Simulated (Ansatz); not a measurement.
SiO₂ in space group P6_322 (No. 182; Si on 4f, O on 6g, O on 2c), r²SCAN (plane waves, PAW; program Ansatz). The conduction-band minimum lies at Γ, with 1 equivalent valley. Second derivatives d²E/dk² of the lowest band at one valley (eV·Å²), along Cartesian directions:

| direction | d²E/dk² |
|---|---|
| [100] | 13.34 |
| [010] | 13.34 |
| [001] | 13.49 |
| [110] | 13.34 |
| [101] | 13.42 |
| [011] | 13.42 |

**Question.** Find the principal effective masses, the density-of-states mass and the conductivity mass.

**Answer.** Off-diagonal terms follow from H_xy = H[110] − (H_xx + H_yy)/2, and m*/mₑ = 7.620 eV·Å² over each eigenvalue: 0.56, 0.57, 0.57. One valley's DOS mass (m₁m₂m₃)^(1/3) = 0.57, conductivity mass 3/(Σ 1/mᵢ) = 0.57 mₑ.

**Question.** What effective density of states Nc follows at 300 K for parabolic valleys?

**Answer.** Nc = 2.509e19 × 1 × (0.57)^(3/2) ≈ 1.1e19 cm⁻³.

The workflow started from a Materials Project entry (that database holds measured and hypothetical structures alike); the Crystallography Open Database copy checked does not list it. It is not the phase usual at ambient conditions (space group No. 92, 152, 154). Symmetry was held in the r²SCAN relaxation. At this level the phase is dynamically unstable (imaginary phonons).

Potentials: the earlier of the program's two PAW sets.

Edges and masses are those of Kohn–Sham bands, whose gap is no quasiparticle gap.
